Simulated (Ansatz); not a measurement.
4 guesses for InO5 and where they end

These are results of Ansatz 0.2.0, DFT PBE, scalar-relativistic, plane waves, PAW, not measurements. All cells share a 420 eV cutoff and Γ-centred k meshes spaced at most about 0.3 Å⁻¹ (about 0.25 or finer for metals, 2π included). Collinear spin in cells that started with moments and kept them past the coarse steps, no spin elsewhere.

Each guess was relaxed in cell and atoms at zero pressure, within the symmetry of its start. Temperature and zero-point effects are left out. Coordination counts O atoms around In (those within 1.25 times the shortest such distance or 1.15 times the sum of covalent radii; the shortest distance is added where it is long for a bond).

```json
{"guess": "1", "made from": "ErCu5 type", "start group": "F-43m", "V start (Å³/atom)": "11.5", "end group": "F-43m", "V end (Å³/atom)": "9.7", "coordination at the end": "In 16 from 2.6 Å", "gap on mesh (eV)": "0", "largest moment (μB)": "1.2", "E over the lowest end (meV/atom)": "382"}
{"guess": "2", "made from": "YFe5 type", "start group": "P6/mmm", "V start (Å³/atom)": "12.2", "end group": "P6/mmm", "V end (Å³/atom)": "13.6", "coordination at the end": "In 6", "gap on mesh (eV)": "0", "largest moment (μB)": "0.3", "E over the lowest end (meV/atom)": "0"}
{"guess": "3", "made from": "random cell", "start group": "F-43m", "V start (Å³/atom)": "12.8", "end group": "F-43m", "V end (Å³/atom)": "19.9", "coordination at the end": "In 4", "gap on mesh (eV)": "0", "largest moment (μB)": "1.9", "E over the lowest end (meV/atom)": "424"}
{"guess": "4", "made from": "Mg5Pd type", "start group": "P-62m", "V start (Å³/atom)": "13.7", "end group": "?", "V end (Å³/atom)": "?", "coordination at the end": "?", "gap on mesh (eV)": "?", "largest moment (μB)": "?", "E over the lowest end (meV/atom)": "?"}
```

Guess 4 as it starts:

```
In O
1.0
     4.69024    0.00000    0.00000
    -2.34512    4.06187    0.00000
     0.00000    0.00000    4.30046
In O
1 5
Direct
  0.00000 0.00000 0.00000
  0.31303 0.00000 0.50000
  0.68697 0.68697 0.50000
  0.00000 0.31303 0.50000
  0.33333 0.66667 0.00000
  0.66667 0.33333 0.00000
```

Problem. Fill in the missing row: what does this guess relax into, and where does it rank?

Solution. It ends in space group P-62m (No. 189), with a = 5.200 Å, c = 3.178 Å, 12.4 Å³/atom and no gap; its coordination is In 6, with moments up to 1.8 μB. It lies 144 meV/atom over the lowest end, above guess 2 and below guess 1. Counting O atoms around In, this end and the lowest (guess 2) both have In 6.

```
In O
1.0
     5.19963    0.00000    0.00000
    -2.59981    4.50301    0.00000
     0.00000    0.00000    3.17807
In O
1 5
Direct
  0.00000 0.00000 0.00000
  0.29213 0.00000 0.50000
  0.70787 0.70787 0.50000
  0.00000 0.29213 0.50000
  0.33333 0.66667 0.00000
  0.66667 0.33333 0.00000
```

Energies over the elements count from the elements' standard structures at the same level (O₂ as a molecule), with no fitted energy shifts.

Problem. Is the lowest end bound against the elements?

Solution. No: its formation energy is +0.75 eV/atom. The separate elements lie lower, so it is unstable against them.

Weakly bound directions are ill-defined at this level, which has no dispersion term (P6/mmm, P-62m), and this can change margins and order among such cells. Another magnetic order may lie lower. Cells relaxed within their symmetry can be saddle points. A lower structure may well exist outside this small set. Some structure types and database cells were kept out of the candidates from the start, so a known form may be missing.
